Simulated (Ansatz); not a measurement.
One crystal and one scan (energy over volume and axial ratio) at two levels, PBE (plane waves to 420 eV, PAW, scalar-relativistic; Ansatz, an electronic-structure program) and r2SCAN (plane waves to 500 eV, PAW, scalar-relativistic; Ansatz), each from its own relaxed cell and on its own mesh. The cell shown is that of PBE.

Pt (fcc, Cu type)

```yaml
crystal:
  lattice:
    - [0.00000, 1.98504, 1.98504]
    - [1.98504, 0.00000, 1.98504]
    - [1.98504, 1.98504, 0.00000]
  atoms:
    - { symbol: Pt, position: [0.00000, 0.00000, 0.00000] }
```

The relaxed cell is deformed in two ways at once: its volume V is scaled, and at that volume it is stretched along z (the c axis of the conventional cell) so that c/a changes. Fractional atomic positions are held.

Energies are smeared free energies. Pt is run without spin polarisation. Pt was relaxed with its symmetry unable to fall. Spin-orbit coupling is left out, though Pt is heavy. The PAW data are Ansatz's earlier set. With partly filled bands, the response to shear is sensitive to the k mesh, so small differences along c/a are uncertain. Percentages come from the unrounded values. Both scans cover V/V₀ from 0.920 to 1.080 and (c/a)/(c/a)₀ from 0.960 to 1.040.

```
quantity                                                       PBE  r2SCAN     PBE − r2SCAN
-----------------------------------------------------------  -----  ------  ---------------
Lattice constant a (Å)                                       3.970   3.940  +0.030 (+0.8 %)
Shear modulus C′ = (C11 − C12)/2 (fit, atoms clamped) (GPa)     44      45        -1 (-3 %)
```

PBE gives the higher value for: lattice constant a. Neither level is exact: the differences show how much the result hangs on the functional.

(A scan under strain: stresses follow from slopes of the energy per volume, elastic moduli from its curvatures.)
